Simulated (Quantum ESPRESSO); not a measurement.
Simulation results for AlGe6N (made-up cell)

All values are calculated (Quantum ESPRESSO 7.5). Calculation on a made-up crystal cell, not a measurement: periodic Kohn-Sham density functional theory in plane waves with PseudoDojo standard norm-conserving scalar-relativistic pseudopotentials, each functional with its own files (v0.5 for PBE, v0.4.1 for LDA and PBEsol), no spin polarisation, no spin-orbit coupling, atoms not relaxed, stress positive in tension, energies less a fixed whole-eV offset for each atom's element; levels are Kohn-Sham levels at fractions of this cell's reciprocal vectors, counted from the reference band (half the neutral cell's valence electrons, rounded up) at Gamma; error bars cover cutoff and k-mesh only, not smearing or the files; added strain carries the atoms with the cell, and shear is the tensor component; each bar is the largest change over components, and at least 0.002 eV, 0.002 eV per angstrom or 0.02 GPa; energies are for the whole cell, and the offsets were chosen from early runs and are not element reference energies.

Settings shared by all entries: lattice type zincblende/diamond; functional pbe; cutoff 1143 eV; fermi dirac smearing 0.1 eV; scf tolerance 1e-07 eV; electrons removed 0; k mesh 6 x 6 x 6, shifted by half a step.

(1) 
```cif
# cell vector a (Å): 5.7185 0.0369 -0.0587
# cell vector b (Å): 0.0369 5.7279 0.0842
# cell vector c (Å): -0.0587 0.0842 5.7560
data_AlGe6N
_symmetry_space_group_name_H-M 'P 1'
_symmetry_Int_Tables_number 1
_cell_length_a 5.7189
_cell_length_b 5.7286
_cell_length_c 5.7569
_cell_angle_alpha 88.324
_cell_angle_beta 91.167
_cell_angle_gamma 89.270
_cell_volume 188.47
loop_
_atom_site_label
_atom_site_type_symbol
_atom_site_fract_x
_atom_site_fract_y
_atom_site_fract_z
_atom_site_occupancy
N1 N 0.01030 0.01520 0.00808 1
Ge1 Ge 0.02222 0.47758 0.49248 1
Ge2 Ge 0.48686 0.99079 0.51441 1
Ge3 Ge 0.52024 0.48549 0.01504 1
Ge4 Ge 0.23935 0.27704 0.24094 1
Ge5 Ge 0.24679 0.75457 0.74323 1
Ge6 Ge 0.73751 0.21754 0.73422 1
Al1 Al 0.73236 0.75260 0.23960 1
_calc_free_energy_less_offsets 2.443  # eV
_calc_smearing_term_minus_ts -0.07441  # eV
_calc_scf_iterations 12
_calc_pressure -3.172  # GPa
_calc_stress_xx 3.457  # GPa
_calc_stress_yy 2.906  # GPa
_calc_stress_zz 3.152  # GPa
_calc_stress_yz -1.603  # GPa
_calc_stress_xz 1.155  # GPa
_calc_stress_xy -1.312  # GPa
_calc_fermi_level 0.2858  # eV
_calc_reference_band 46
_calc_error_bar_energy 0.002765  # eV
_calc_error_bar_stress 0.02  # GPa
_calc_error_bar_force 0.005564  # eV/angstrom
_calc_error_bar_next_band_up 0.002  # eV
_calc_error_bar_fermi_level 0.002  # eV
_calc_error_bars_from 'tighter rerun of a related cell'
```

Atoms:
```
atoms element  atom site  atom energy offset (eV)
            N          1                     -283
           Ge          2                    -2430
           Ge          3                    -2430
           Ge          4                    -2430
           Ge          5                    -2430
           Ge          6                    -2430
           Ge          7                    -2430
           Al          8                      -64
```

Forces:
```
site  x (eV/Å)  y (eV/Å)  z (eV/Å)
   1   -0.7271   -0.3028   -0.2673
   2    -2.316     1.513      1.31
   3   -0.1064   -0.1421    -2.012
   4   -0.2713  -0.07339    -1.639
   5    0.3495    -2.894    -1.554
   6   -0.9857   -0.3444     1.915
   7     2.132    0.8964     1.983
   8     1.925     1.348    0.2634
```

Levels:
```
level k point  next band up (eV)
        Gamma              0.625
(1/2,1/2,1/2)             0.3385
   (0.15,0,0)             0.5773
   (0,0.15,0)             0.5046
   (0,0,0.15)             0.5206
```

(2) 
```cif
# cell vector a (Å): 5.7185 0.0369 -0.0587
# cell vector b (Å): 0.0369 5.7279 0.0842
# cell vector c (Å): -0.0587 0.0842 5.7560
data_AlGe6N
_symmetry_space_group_name_H-M 'P 1'
_symmetry_Int_Tables_number 1
_cell_length_a 5.7189
_cell_length_b 5.7286
_cell_length_c 5.7569
_cell_angle_alpha 88.324
_cell_angle_beta 91.167
_cell_angle_gamma 89.270
_cell_volume 188.47
loop_
_atom_site_label
_atom_site_type_symbol
_atom_site_fract_x
_atom_site_fract_y
_atom_site_fract_z
_atom_site_occupancy
N1 N 0.01030 0.01520 0.00808 1
Ge1 Ge 0.02222 0.47758 0.49248 1
Ge2 Ge 0.48684 0.99527 0.51435 1
Ge3 Ge 0.52024 0.48549 0.01504 1
Ge4 Ge 0.23935 0.27704 0.24094 1
Ge5 Ge 0.24679 0.75457 0.74323 1
Ge6 Ge 0.73751 0.21754 0.73422 1
Al1 Al 0.73236 0.75260 0.23960 1
_calc_free_energy_less_offsets 2.451  # eV
_calc_smearing_term_minus_ts -0.0751  # eV
_calc_scf_iterations 11
_calc_pressure -3.16  # GPa
_calc_stress_xx 3.441  # GPa
_calc_stress_yy 2.881  # GPa
_calc_stress_zz 3.158  # GPa
_calc_stress_yz -1.681  # GPa
_calc_stress_xz 0.8883  # GPa
_calc_stress_xy -1.306  # GPa
_calc_fermi_level 0.2661  # eV
_calc_reference_band 46
_calc_error_bar_energy 0.002765  # eV
_calc_error_bar_stress 0.02  # GPa
_calc_error_bar_force 0.005564  # eV/angstrom
_calc_error_bar_next_band_up 0.002  # eV
_calc_error_bar_fermi_level 0.002  # eV
_calc_error_bars_from 'tighter rerun of a related cell'
```

Atoms:
```
atoms element  atom site  atom energy offset (eV)
            N          1                     -283
           Ge          2                    -2430
           Ge          3                    -2430
           Ge          4                    -2430
           Ge          5                    -2430
           Ge          6                    -2430
           Ge          7                    -2430
           Al          8                      -64
```

Forces:
```
site  x (eV/Å)  y (eV/Å)  z (eV/Å)
   1    -0.726   -0.3172   -0.2665
   2    -2.323     1.521      1.31
   3   -0.2406   -0.4224    -2.031
   4    -0.268  -0.06433     -1.64
   5    0.3253     -2.85    -1.582
   6   -0.8906   -0.2513     1.831
   7     2.232    0.9928     2.074
   8     1.891     1.392    0.3047
```

Levels:
```
level k point  next band up (eV)
        Gamma             0.6116
(1/2,1/2,1/2)             0.3346
   (0.15,0,0)             0.5471
   (0,0.15,0)             0.4814
   (0,0,0.15)             0.4958
```

(3) 
```cif
# cell vector a (Å): 5.7185 0.0369 -0.0587
# cell vector b (Å): 0.0369 5.7279 0.0842
# cell vector c (Å): -0.0587 0.0842 5.7560
data_AlGe6N
_symmetry_space_group_name_H-M 'P 1'
_symmetry_Int_Tables_number 1
_cell_length_a 5.7189
_cell_length_b 5.7286
_cell_length_c 5.7569
_cell_angle_alpha 88.324
_cell_angle_beta 91.167
_cell_angle_gamma 89.270
_cell_volume 188.47
loop_
_atom_site_label
_atom_site_type_symbol
_atom_site_fract_x
_atom_site_fract_y
_atom_site_fract_z
_atom_site_occupancy
N1 N 0.01030 0.01520 0.00808 1
Ge1 Ge 0.02222 0.47758 0.49248 1
Ge2 Ge 0.48682 0.99716 0.51432 1
Ge3 Ge 0.52024 0.48549 0.01504 1
Ge4 Ge 0.23935 0.27704 0.24094 1
Ge5 Ge 0.24679 0.75457 0.74323 1
Ge6 Ge 0.73751 0.21754 0.73422 1
Al1 Al 0.73236 0.75260 0.23960 1
_calc_free_energy_less_offsets 2.456  # eV
_calc_smearing_term_minus_ts -0.07542  # eV
_calc_scf_iterations 11
_calc_pressure -3.152  # GPa
_calc_stress_xx 3.428  # GPa
_calc_stress_yy 2.872  # GPa
_calc_stress_zz 3.155  # GPa
_calc_stress_yz -1.713  # GPa
_calc_stress_xz 0.7755  # GPa
_calc_stress_xy -1.304  # GPa
_calc_fermi_level 0.2577  # eV
_calc_reference_band 46
_calc_error_bar_energy 0.002765  # eV
_calc_error_bar_stress 0.02  # GPa
_calc_error_bar_force 0.005564  # eV/angstrom
_calc_error_bar_next_band_up 0.002  # eV
_calc_error_bar_fermi_level 0.002  # eV
_calc_error_bars_from 'tighter rerun of a related cell'
```

Atoms:
```
atoms element  atom site  atom energy offset (eV)
            N          1                     -283
           Ge          2                    -2430
           Ge          3                    -2430
           Ge          4                    -2430
           Ge          5                    -2430
           Ge          6                    -2430
           Ge          7                    -2430
           Al          8                      -64
```

Forces:
```
site  x (eV/Å)  y (eV/Å)  z (eV/Å)
   1   -0.7255   -0.3234   -0.2662
   2    -2.327     1.525     1.311
   3   -0.2973   -0.5409     -2.04
   4    -0.267  -0.06021     -1.64
   5    0.3143    -2.831    -1.595
   6   -0.8523    -0.213     1.798
   7     2.276     1.034     2.112
   8     1.878      1.41    0.3212
```

Levels:
```
level k point  next band up (eV)
        Gamma             0.6057
(1/2,1/2,1/2)              0.333
   (0.15,0,0)             0.5344
   (0,0.15,0)             0.4714
   (0,0,0.15)             0.4854
```

(4) 
```cif
# cell vector a (Å): 5.7185 0.0369 -0.0587
# cell vector b (Å): 0.0369 5.7279 0.0842
# cell vector c (Å): -0.0587 0.0842 5.7560
data_AlGe6N
_symmetry_space_group_name_H-M 'P 1'
_symmetry_Int_Tables_number 1
_cell_length_a 5.7189
_cell_length_b 5.7286
_cell_length_c 5.7569
_cell_angle_alpha 88.324
_cell_angle_beta 91.167
_cell_angle_gamma 89.270
_cell_volume 188.47
loop_
_atom_site_label
_atom_site_type_symbol
_atom_site_fract_x
_atom_site_fract_y
_atom_site_fract_z
_atom_site_occupancy
N1 N 0.01030 0.01520 0.00808 1
Ge1 Ge 0.02222 0.47758 0.49248 1
Ge2 Ge 0.48679 0.00242 0.51424 1
Ge3 Ge 0.52024 0.48549 0.01504 1
Ge4 Ge 0.23935 0.27704 0.24094 1
Ge5 Ge 0.24679 0.75457 0.74323 1
Ge6 Ge 0.73751 0.21754 0.73422 1
Al1 Al 0.73236 0.75260 0.23960 1
_calc_free_energy_less_offsets 2.477  # eV
_calc_smearing_term_minus_ts -0.07638  # eV
_calc_scf_iterations 11
_calc_pressure -3.117  # GPa
_calc_stress_xx 3.373  # GPa
_calc_stress_yy 2.852  # GPa
_calc_stress_zz 3.126  # GPa
_calc_stress_yz -1.8  # GPa
_calc_stress_xz 0.4596  # GPa
_calc_stress_xy -1.3  # GPa
_calc_fermi_level 0.234  # eV
_calc_reference_band 46
_calc_error_bar_energy 0.002765  # eV
_calc_error_bar_stress 0.02  # GPa
_calc_error_bar_force 0.005564  # eV/angstrom
_calc_error_bar_next_band_up 0.002  # eV
_calc_error_bar_fermi_level 0.002  # eV
_calc_error_bars_from 'tighter rerun of a related cell'
```

Atoms:
```
atoms element  atom site  atom energy offset (eV)
            N          1                     -283
           Ge          2                    -2430
           Ge          3                    -2430
           Ge          4                    -2430
           Ge          5                    -2430
           Ge          6                    -2430
           Ge          7                    -2430
           Al          8                      -64
```

Forces:
```
site  x (eV/Å)  y (eV/Å)  z (eV/Å)
   1   -0.7238   -0.3406   -0.2652
   2    -2.335     1.535     1.312
   3   -0.4552   -0.8707    -2.068
   4   -0.2641  -0.04838    -1.641
   5    0.2815    -2.775    -1.633
   6     -0.75    -0.108     1.707
   7     2.404     1.147     2.224
   8     1.843     1.461    0.3647
```

Levels:
```
level k point  next band up (eV)
        Gamma             0.5883
(1/2,1/2,1/2)             0.3282
   (0.15,0,0)             0.4994
   (0,0.15,0)             0.4429
   (0,0,0.15)             0.4567
```

(5) 
```cif
# cell vector a (Å): 5.7185 0.0369 -0.0587
# cell vector b (Å): 0.0369 5.7279 0.0842
# cell vector c (Å): -0.0587 0.0842 5.7560
data_AlGe6N
_symmetry_space_group_name_H-M 'P 1'
_symmetry_Int_Tables_number 1
_cell_length_a 5.7189
_cell_length_b 5.7286
_cell_length_c 5.7569
_cell_angle_alpha 88.324
_cell_angle_beta 91.167
_cell_angle_gamma 89.270
_cell_volume 188.47
loop_
_atom_site_label
_atom_site_type_symbol
_atom_site_fract_x
_atom_site_fract_y
_atom_site_fract_z
_atom_site_occupancy
N1 N 0.01030 0.01520 0.00808 1
Ge1 Ge 0.02222 0.47758 0.49248 1
Ge2 Ge 0.48674 0.00896 0.51414 1
Ge3 Ge 0.52024 0.48549 0.01504 1
Ge4 Ge 0.23935 0.27704 0.24094 1
Ge5 Ge 0.24679 0.75457 0.74323 1
Ge6 Ge 0.73751 0.21754 0.73422 1
Al1 Al 0.73236 0.75260 0.23960 1
_calc_free_energy_less_offsets 2.517  # eV
_calc_smearing_term_minus_ts -0.07774  # eV
_calc_scf_iterations 11
_calc_pressure -3.052  # GPa
_calc_stress_xx 3.267  # GPa
_calc_stress_yy 2.837  # GPa
_calc_stress_zz 3.052  # GPa
_calc_stress_yz -1.905  # GPa
_calc_stress_xz 0.06202  # GPa
_calc_stress_xy -1.3  # GPa
_calc_fermi_level 0.2039  # eV
_calc_reference_band 46
_calc_error_bar_energy 0.002765  # eV
_calc_error_bar_stress 0.02  # GPa
_calc_error_bar_force 0.005564  # eV/angstrom
_calc_error_bar_next_band_up 0.002  # eV
_calc_error_bar_fermi_level 0.002  # eV
_calc_error_bars_from 'tighter rerun of this cell'
```

Atoms:
```
atoms element  atom site  atom energy offset (eV)
            N          1                     -283
           Ge          2                    -2430
           Ge          3                    -2430
           Ge          4                    -2430
           Ge          5                    -2430
           Ge          6                    -2430
           Ge          7                    -2430
           Al          8                      -64
```

Forces:
```
site  x (eV/Å)  y (eV/Å)  z (eV/Å)
   1   -0.7216   -0.3617   -0.2638
   2    -2.347     1.547     1.314
   3   -0.6524    -1.279     -2.11
   4   -0.2605  -0.03319    -1.641
   5    0.2357    -2.703    -1.687
   6   -0.6318   0.01933     1.602
   7     2.575     1.289     2.372
   8     1.803     1.522    0.4135
```

Levels:
```
level k point  next band up (eV)
        Gamma             0.5646
(1/2,1/2,1/2)             0.3221
   (0.15,0,0)             0.4565
   (0,0.15,0)             0.4062
   (0,0,0.15)             0.4219
```

(6) 
```cif
# cell vector a (Å): 5.7185 0.0369 -0.0587
# cell vector b (Å): 0.0369 5.7279 0.0842
# cell vector c (Å): -0.0587 0.0842 5.7560
data_AlGe6N
_symmetry_space_group_name_H-M 'P 1'
_symmetry_Int_Tables_number 1
_cell_length_a 5.7189
_cell_length_b 5.7286
_cell_length_c 5.7569
_cell_angle_alpha 88.324
_cell_angle_beta 91.167
_cell_angle_gamma 89.270
_cell_volume 188.47
loop_
_atom_site_label
_atom_site_type_symbol
_atom_site_fract_x
_atom_site_fract_y
_atom_site_fract_z
_atom_site_occupancy
N1 N 0.01030 0.01520 0.00808 1
Ge1 Ge 0.02222 0.47758 0.49248 1
Ge2 Ge 0.48665 0.02381 0.51393 1
Ge3 Ge 0.52024 0.48549 0.01504 1
Ge4 Ge 0.23935 0.27704 0.24094 1
Ge5 Ge 0.24679 0.75457 0.74323 1
Ge6 Ge 0.73751 0.21754 0.73422 1
Al1 Al 0.73236 0.75260 0.23960 1
_calc_free_energy_less_offsets 2.665  # eV
_calc_smearing_term_minus_ts -0.08134  # eV
_calc_scf_iterations 12
_calc_pressure -2.817  # GPa
_calc_stress_xx 2.871  # GPa
_calc_stress_yy 2.85  # GPa
_calc_stress_zz 2.73  # GPa
_calc_stress_yz -2.124  # GPa
_calc_stress_xz -0.8613  # GPa
_calc_stress_xy -1.314  # GPa
_calc_fermi_level 0.1344  # eV
_calc_reference_band 46
_calc_error_bar_energy 0.002765  # eV
_calc_error_bar_stress 0.02  # GPa
_calc_error_bar_force 0.005564  # eV/angstrom
_calc_error_bar_next_band_up 0.002  # eV
_calc_error_bar_fermi_level 0.002  # eV
_calc_error_bars_from 'tighter rerun of a related cell'
```

Atoms:
```
atoms element  atom site  atom energy offset (eV)
            N          1                     -283
           Ge          2                    -2430
           Ge          3                    -2430
           Ge          4                    -2430
           Ge          5                    -2430
           Ge          6                    -2430
           Ge          7                    -2430
           Al          8                      -64
```

Forces:
```
site  x (eV/Å)  y (eV/Å)  z (eV/Å)
   1    -0.717   -0.4082   -0.2596
   2    -2.371     1.574      1.32
   3    -1.104    -2.179    -2.232
   4   -0.2542  0.001774     -1.64
   5    0.1119    -2.533    -1.833
   6   -0.4005    0.2896     1.398
   7     3.004     1.605     2.744
   8      1.73     1.649    0.5031
```

Levels:
```
level k point  next band up (eV)
        Gamma             0.5022
(1/2,1/2,1/2)             0.3086
   (0.15,0,0)              0.365
   (0,0.15,0)             0.3188
   (0,0,0.15)              0.349
```
